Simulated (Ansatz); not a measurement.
Zr (hcp, Mg type)

```
CELL_PARAMETERS angstrom
      3.18422     0.00000     0.00000
     -1.59211     2.75761     0.00000
      0.00000     0.00000     5.11671
ATOMIC_POSITIONS crystal
  Zr 0.33333 0.66667 0.75000
  Zr 0.66667 0.33333 0.25000
```

The slice is a (-1 1 0 2) plane (indices of the conventional cell) through the point (0.667, 0.333, 0.250) (fractional), spanned by u = [110] and v = [1 -1 1] in vectors of this cell: u (3.18 Å) and v (7.52 Å, at 90° to u). It covers one period; positions are fractions (u, v).

The numbers are results of PBEsol (plane waves to 420 eV, PAW, scalar-relativistic; Ansatz, a program for electronic structure), not measurements. k mesh 17×17×9. Near the nuclei the fields are pseudised (PAW); where an atom keeps semicore shells as valence, they peak there. Zr is run without spin polarisation. Zr was relaxed with its symmetry unable to fall.

Task: What is the ELF at the midpoint of the shortest Zr–Zr line in this plane (3.18 Å)?

Result: 0.23.

Task: What is the valence density on the shortest Zr–Zr line in this plane (3.18 Å), at its midpoint?

Result: 0.18 e/Å³.

Task: Sketch the valence electron density on this plane as a map.

Result: 
```tsv
v \ u	0.00	0.14	0.29	0.43	0.57	0.71	0.86
0.88	-0.1	-0.3	-0.7	-0.8	-0.8	-0.7	-0.3
0.75	-0.7	-0.7	-0.8	-0.8	-0.8	-0.8	-0.7
0.62	0.4	0.1	-0.5	-0.7	-0.7	-0.5	0.1
0.50	-0.1	-0.3	-0.6	-0.7	-0.7	-0.6	-0.3
0.38	-0.8	-0.8	-0.8	-0.7	-0.7	-0.8	-0.8
0.25	-0.8	-0.8	-0.8	-0.7	-0.7	-0.8	-0.8
0.12	-0.1	-0.3	-0.6	-0.7	-0.7	-0.6	-0.3
0.00	0.4	0.6	0.0	-0.7	-0.7	0.0	0.6
```

Values: log₁₀ of the valence density in e/Å³. The scale is logarithmic, as a density can span decades between atoms and voids.
